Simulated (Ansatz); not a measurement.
Two states of EuZn

```
Eu Zn
1.0
     3.82354    0.00000    3.82354
     0.00000    3.82354    0.00000
     3.82354    0.00000   -3.82354
Eu Zn
2 2
Direct
  0.00000 0.00000 0.00000
  0.50000 0.00000 0.50000
  0.00000 0.50000 0.50000
  0.50000 0.50000 0.00000
```

Level: r2SCAN; 500 eV; 5×6×5 Γ-centred mesh; fermi-dirac occupations (width 0.1 eV); Ansatz 0.2.0, fixed geometry.

State A: Eu1 down, Eu2 up (collinear spin). State B: Eu1 up, Eu2 up (collinear spin).

Q: Compare the two self-consistent states.

A: State A is lower by 30.1 meV an atom at zero smearing; in free energy at this smearing B lies +28.0 meV an atom from A.

| state | free energy (meV/atom) | largest moment in a small sphere (μB) | net moment (μB/cell) | gap on mesh (eV) | pressure (GPa) | largest force (eV/Å) |
| --- | --- | --- | --- | --- | --- | --- |
| A | 0.0 | 6.91 | 0.00 | metal | -2.6 | 0.00 |
| B | 28.0 | 6.84 | 14.16 | metal | -2.3 | 0.00 |

Origin: a database entry at a rescaled volume. Caveats: f shells without a U or exact exchange are poorly placed.
